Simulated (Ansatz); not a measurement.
Question: Name crystals whose computed values (PBE in the plane-wave PAW code Ansatz) fall in these windows: B₀ by P(V) fit (GPa) 49 to 58; gap (eV) 0.42 to 0.54; G_Hill (GPa) 26 to 34.

Answer: 

```
crystal         B₀ by P(V) fit (GPa)  gap (eV)  G_Hill (GPa)
--------------  --------------------  --------  ------------
PbS, rock salt                  52.8      0.49          30.0
```
Others may fit too.

The cell was relaxed under the symmetry of its start. Scalar-relativistic: spin–orbit coupling is off unless named, which matters more the heavier the elements.

Potentials: the later of the program's two PAW sets.
